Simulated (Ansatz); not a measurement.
FeBiO$_{3}$ in space group R-3 (No. 148; Bi on 6c, Fe on 3a, Fe on 3b, O on 18f), PBEsol (plane waves, PAW; program Ansatz). The conduction-band minimum lies at T, with 1 equivalent valley. Second derivatives d²E/dk² of the lowest band at one valley (eV·Å²), along Cartesian directions:

| direction | d²E/dk² |
|---|---|
| [100] | 6.760 |
| [010] | 6.758 |
| [001] | 6.783 |
| [110] | 6.760 |
| [101] | 6.772 |
| [011] | 6.773 |

**Question.** Find the principal effective masses, the density-of-states mass and the conductivity mass.

**Answer.** Off-diagonal terms follow from H_xy = H[110] − (H_xx + H_yy)/2, and m*/mₑ = 7.620 eV·Å² over each eigenvalue: 1.1, 1.1, 1.1. One valley's DOS mass (m₁m₂m₃)^(1/3) = 1.1, conductivity mass 3/(Σ 1/mᵢ) = 1.1 mₑ.

**Question.** What effective density of states Nc follows at 300 K for parabolic valleys?

**Answer.** Nc = 2.509e19 × 1 × (1.1)^(3/2) ≈ 2.9e19 cm⁻³.

The start of the workflow was typed in or built on a structure type; neither database checked (COD, Materials Project) lists it. It is not the phase usual at ambient conditions (space group No. 161). The PBEsol relaxation kept the symmetry of its start, as lowered by the spin order; its stability against distortions is not shown here. The final state is antiferromagnetic, chosen from 5 collinear starts compared on coarse meshes (ties went to the first, and starts can fall back to one state), not a proven ground state. No Hubbard U is applied. Point labels and valley counts follow the cell and symmetry of the run, lower than the named group. Scalar-relativistic: spin–orbit coupling is off unless named, which matters more the heavier the elements.

Potentials: the earlier of the program's two PAW sets. The files were generated under PBE; for other functionals the program regenerates the frozen cores, and for LDA and PBEsol the local potential too.

Edges and masses are those of Kohn–Sham bands, whose gap is no quasiparticle gap.
